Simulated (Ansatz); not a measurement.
Start of a relaxation, C put at a top Ir site (Ir, Fm-3m (No. 225), (1 0 0) face):

```xyz
5
Lattice="2.7183 0.0000 0.0000 0.0000 2.7183 0.0000 0.0000 0.0000 24.7663" Properties=species:S:1:pos:R:3 pbc="T T T"
Ir    1.3591    1.3591    8.5000
Ir    0.0000    0.0000   10.4221
Ir    1.3591    1.3591   12.3569
Ir    0.0000    0.0000   14.1807
C     0.0000    0.0000   16.3607
```

Computed with DFT r2SCAN, scalar-relativistic, plane waves, PAW (Ansatz). Plane waves to 500 eV, a k mesh through Γ of 11×11×1 on the computed 5-atom cell and Gaussian smearing (0.10 eV); no spin polarisation. A dipole correction removes the field between periodic images along c.

Atoms 1, 2 (counted from 1) are held. The cell is fixed. Force threshold 0.03 eV/Å.

Q: Where does it end?

A: The energy falls by 1.721 eV in 7 steps, to:

```yaml
crystal:
  lattice:
    - [2.71828, 0.00000, 0.00000]
    - [0.00000, 2.71828, 0.00000]
    - [0.00000, 0.00000, 24.76634]
  atoms:
    - { symbol: Ir, position: [0.50000, 0.50000, 0.34321] }
    - { symbol: Ir, position: [0.00000, 0.00000, 0.42082] }
    - { symbol: Ir, position: [0.50000, 0.50000, 0.49680] }
    - { symbol: Ir, position: [0.00000, 0.00000, 0.57880] }
    - { symbol: C, position: [0.00000, 0.00000, 0.64818] }
```

The end is the local minimum or symmetric point that this start leads to. The slab is only 5.8 Å thick, so the energy isn't converged with thickness.

Spin–orbit coupling is left out, which can shift energies with elements as heavy as these.

Cost: 1 run of about 3.7 core-minutes, on Intel Xeon Platinum 8375C (Ice Lake) (shared hosts).